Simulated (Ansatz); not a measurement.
## Data sheet: HfSeS (DFT)

HfSeS:
```
HfSeS
1.0
    3.61230     0.00000     0.00000
   -1.80615     3.12835     0.00000
    0.00000     0.00000     5.84600
Hf Se S
1 1 1
Direct
  0.00000   0.00000   0.98724
  0.33333   0.66667   0.26379
  0.66667   0.33333   0.74896
```

Space group P3m1 (No. 156); conventional cell a = 3.612 Å, b = 3.612 Å, c = 5.846 Å, α = 90.00°, β = 90.00°, γ = 120.00°.

Method: LDA (plane waves, PAW; program Ansatz). The cell and atoms are relaxed at this level. Other levels are named where they apply.

**Cell and energy**

```yaml
volume_per_atom: 22.02 Å³
density: 7.28 g/cm³
Formation energy from the elements (no fitted shifts): -1.47 eV/atom
```

**Electronic structure**

```yaml
band_gap: 0.30 eV (indirect)
valence_band_maximum: at Γ
conduction_band_minimum: at L (3 equivalent valleys)
smallest_direct_gap_on_the_standard_path: 1.39 eV
electron_effective_mass: 0.20, 0.64, 2.8 mₑ (principal values)
Hole effective mass, band 1 of 2 at the edge: 0.30 along x, 1.9 along z (mₑ)
Hole effective mass, band 2 of 2 at the edge: 0.12 along x, 1.9 along z (mₑ)
```

**Mechanics**

```yaml
Bulk modulus (Birch–Murnaghan fit): 31.2 GPa
Pressure derivative B′: 11.7
Elastic constants (relaxed ions, GPa): C11 = 138, C12 = 26.7, C13 = 8.1, C14 = -2.9, C33 = 45.2, C44 = 13.1
mechanical_stability: stable (all eigenvalues of C positive)
hill_bulk_and_shear_moduli: 39.0 and 28.4 GPa
Young's modulus: 68.6 GPa
Poisson's ratio: 0.21
debye_temperature_from_the_elastic_constants: 232 K
```

**Dielectric response**

```yaml
Electronic dielectric constant ε∞ (DFPT): 15.1 (xx = yy), 7.58 (zz)
Static dielectric constant ε0 (ions relaxed, cell fixed): 55.7 (xx = yy), 8.29 (zz)
Born charges (a third of the trace): Hf +5.47, Se -2.61, S -2.86 e
```

**Phonons**

```yaml
Highest zone-centre frequency (without LO–TO term): 304 cm⁻¹
zone_centre_stability: no imaginary mode at Γ
dynamical_stability_on_the_path: stable (no imaginary branch)
zero_point_energy: 32.5 meV/atom
Vibrational entropy at 300 K: 34.2 J/(K·mol of atoms)
```

The workflow started from a Materials Project entry (that database holds measured and hypothetical structures alike); the Crystallography Open Database copy checked does not list it. With Se and S taken as one species the cell has the higher symmetry P-3m1, so it may be an ordered model of a mixed-site phase. Whether it is the stable phase at ambient conditions was not checked. The cell was relaxed with LDA under the symmetry of its start. The run is not spin-polarised. A crystal of weakly bound layers computed without a dispersion correction: the cell and the soft elastic constants depend strongly on that. The references are the lowest solids computed at this level, not always the standard phases. Spin–orbit coupling is left out wherever it is not named.

Potentials: the later of the program's two PAW sets.
